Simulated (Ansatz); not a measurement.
Relaxed candidate structures of P$_{2}$W:

A. Pmm2 (No. 25), oP9; a = 5.0866 Å, b = 7.9139 Å, c = 3.7846 Å, α = β = γ = 90.00°; P 1a (0.000, 0.000, 0.336); P 4i (0.288, 0.261, 0.344); P 1d (0.500, 0.500, 0.954); W 2g (0.000, 0.177, 0.841); W 1b (0.000, 0.500, 0.241)

B. P-1 (No. 2), aP6; a = 4.215 Å, b = 4.530 Å, c = 5.120 Å, α = 83.85°, β = 84.37°, γ = 76.36°; W 2i (0.293, 0.306, 0.531); P 2i (0.329, 0.659, 0.138); P 2i (0.853, 0.178, 0.286)

C. Cmc2₁ (No. 36), oS12; a = 3.1488 Å, b = 11.1363 Å, c = 4.9531 Å, α = 90.00°, β = 90.00°, γ = 90.00°; P 4a (0.000, 0.430, 0.360); P 4a (0.000, 0.703, 0.177); W 4a (0.000, 0.093, 0.477)

Task: Put the candidates in order of energy per atom, lowest first, for PBEsol (plane waves to 420 eV, PAW, scalar-relativistic; Ansatz, a quantum-chemistry and plane-wave program).

Result: C (reference), B (+0.44 eV/atom), A (+0.78 eV/atom)

Probably no minimum, since a slightly shaken restart fell lower: Pmm2, oP9 (by 0.21 eV/atom, to Pmm2). Each run could gain symmetry but not lose that of its start, so entries can be saddle points. From databases, or of a type measured for this composition: Cmc2₁, oS12; the others are generated cells (placed on structure types, drawn at random, substituted or restacked) that were not matched to a known phase here. Energies are at zero temperature and pressure, without zero-point motion. The runs use different k-meshes, so differences are rounded accordingly. No spin polarisation in the result.
